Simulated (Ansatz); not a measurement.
Method: r2SCAN, no spin polarisation; PAW, plane waves to 500 eV, 7×7×4 Γ-centred mesh, fermi-dirac occupations (width 0.1 eV) (Ansatz 0.2.0), atoms fixed.

Computed maps in the lattice plane spanned by b (left to right, 4.76 Å, 14 points from zero) and c (bottom to top, 8.33 Å, 25 points from zero), 90° apart, at height 0.000 along a. The fields are smooth PAW ones with compensation charges, not the true ones near nuclei.

Valence density. Digits on a logarithmic scale: 0 up to 0.03 e/Å³, each further digit a factor of 1.6, 9 from 1.3 e/Å³ up:
```
99964100014699
99752100012579
66531000001356
44320000000234
22210000000122
32210000000122
43210000000123
65421000001245
99642000002469
99953100013599
99964211124699
99964322234699
99854333334589
87654445444567
44445567655444
33345799975433
22346999996432
12357999997532
22347999997432
33346899986433
55444678764445
98654445444568
99964333334699
99974321234799
99974211124799
```

Task: The cell is MoOsAu. Which atoms lie within 0.2 Å of this plane, and where (fractions of b and c)?

Result: Mo at (0.00, 0.55), Au at (0.00, 0.01), Os at (0.50, 0.27). The whole cell:
```
Mo Au Os
1.0
     4.94141    0.00000    0.00000
     0.00000    4.76122    0.00000
     0.00000    0.00000    8.33421
Mo Au Os
2 2 2
Direct
  0.00000 0.00000 0.54980
  0.50000 0.50000 0.45020
  0.00000 0.00000 0.01270
  0.50000 0.50000 0.98730
  0.00000 0.50000 0.27250
  0.50000 0.00000 0.72750
```

Origin: a known structure type with other elements, at an estimated volume, so it need not be a known compound. Caveats: many states at the Fermi level without spin polarisation, so a magnetic state may lie lower; atoms or cell far from equilibrium.
